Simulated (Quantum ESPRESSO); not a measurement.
# Band energies of CuI

```
CELL_PARAMETERS angstrom
      4.25374     0.00000     0.00000
      0.00000     8.51186     0.00000
     -4.24920     0.00000     6.01583
ATOMIC_POSITIONS crystal
  Cu 0.72465 0.62640 0.26698
  Cu 0.72465 0.37360 0.76698
  Cu 0.73917 0.12392 0.26958
  Cu 0.73917 0.87608 0.76958
  I  0.97567 0.62483 0.01707
  I  0.97567 0.37517 0.51707
  I  0.98762 0.12526 0.01928
  I  0.98762 0.87474 0.51928
```

PBEsol (pw.x of Quantum ESPRESSO, ONCV potentials, no spin-orbit coupling); path ΓYHCEM1AXH1,MDZ,YD; energies in eV from the valence-band maximum.

```csv
k (1/Å),point,band 48,band 49,band 50,band 51,band 52,band 53,band 54,band 55
0.00,Γ,-0.72,-0.72,0.00,0.00,0.00,1.04,2.54,2.81
0.26,,-0.74,-0.74,-0.60,-0.33,-0.33,2.11,2.66,2.72
0.52,Y,-0.94,-0.75,-0.75,-0.75,-0.75,2.06,2.06,3.16
0.71,,-0.91,-0.86,-0.86,-0.84,-0.84,2.56,2.56,3.12
0.89,,-1.07,-0.85,-0.85,-0.80,-0.80,2.75,2.76,3.46
1.08,,-1.27,-0.78,-0.78,-0.77,-0.76,2.27,2.28,4.12
1.26,H,-1.34,-0.76,-0.76,-0.75,-0.75,2.06,2.06,4.53
1.26,C,-1.34,-0.76,-0.76,-0.75,-0.75,2.06,2.06,4.53
1.63,E,-1.38,-1.07,-1.07,-1.06,-1.06,3.44,3.45,3.46
1.63,M1,-1.38,-1.07,-1.07,-1.06,-1.06,3.44,3.45,3.46
1.89,,-1.35,-1.22,-1.21,-1.21,-1.20,3.06,3.08,3.09
2.15,A,-1.52,-1.25,-1.25,-1.23,-1.23,3.40,3.40,3.43
2.15,X,-1.59,-1.47,-1.47,-0.72,-0.72,2.54,2.54,2.81
2.50,,-1.38,-0.94,-0.94,-0.75,-0.74,2.39,2.39,3.73
2.67,H1,-1.34,-0.76,-0.76,-0.75,-0.75,2.06,2.06,4.53
2.67,M,-1.38,-1.07,-1.07,-1.06,-1.06,3.44,3.45,3.46
2.86,,-1.45,-0.94,-0.93,-0.92,-0.92,3.40,3.41,3.42
3.04,,-1.46,-0.73,-0.72,-0.72,-0.71,3.39,3.41,3.41
3.23,,-1.19,-0.66,-0.65,-0.65,-0.64,3.10,3.11,3.12
3.41,D,-0.85,-0.80,-0.80,-0.79,-0.79,2.75,2.75,2.77
3.54,,-1.05,-0.62,-0.61,-0.52,-0.51,2.37,2.37,3.05
3.67,,-1.20,-0.40,-0.40,-0.39,-0.39,2.19,2.19,3.08
3.80,,-1.16,-0.51,-0.51,-0.24,-0.23,2.30,2.31,3.01
3.93,Z,-1.02,-0.65,-0.64,-0.18,-0.18,2.44,2.44,2.98
3.93,Y,-0.94,-0.75,-0.75,-0.75,-0.75,2.06,2.06,3.16
4.30,D,-0.85,-0.80,-0.80,-0.79,-0.79,2.75,2.75,2.77
```

The PBEsol gap is direct, 1.04 eV at Γ.

Spin-orbit coupling is left out, which matters for elements this heavy: edges can move by tenths of an eV. The filled Cu 3d shell has no Hubbard U; semilocal functionals place it too high.

Geometry of the Materials Project entry, not relaxed at this level.

This is not the ordinary phase of the substance; no match was found in the copy of COD used, and its stability was not checked.
